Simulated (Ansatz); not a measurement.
BeS (zinc blende, F-43m), plane-wave PAW LDA (Ansatz code): ε∞ = 5.43, cell volume 27.58 Å³. Infrared-active transverse modes:

```json
[
 {"ω_TO (cm⁻¹)": "592.7", "oscillator strength S_xx (e²/amu)": "0.3368"}
]
```

Q: Compute the static dielectric constant.

A: Each mode adds (4.921e7/V) S/ω²: 1.71. So ε0 = 7.14.

Q: What LO frequency does the Lyddane–Sachs–Teller relation give?

A: ω_LO = ω_TO √(ε0/ε∞) = 680 cm⁻¹.

Symmetry was held in the LDA relaxation.

Potentials: the earlier of the program's two PAW sets. The files were generated under PBE; for other functionals the program regenerates the frozen cores, and for LDA and PBEsol the local potential too.
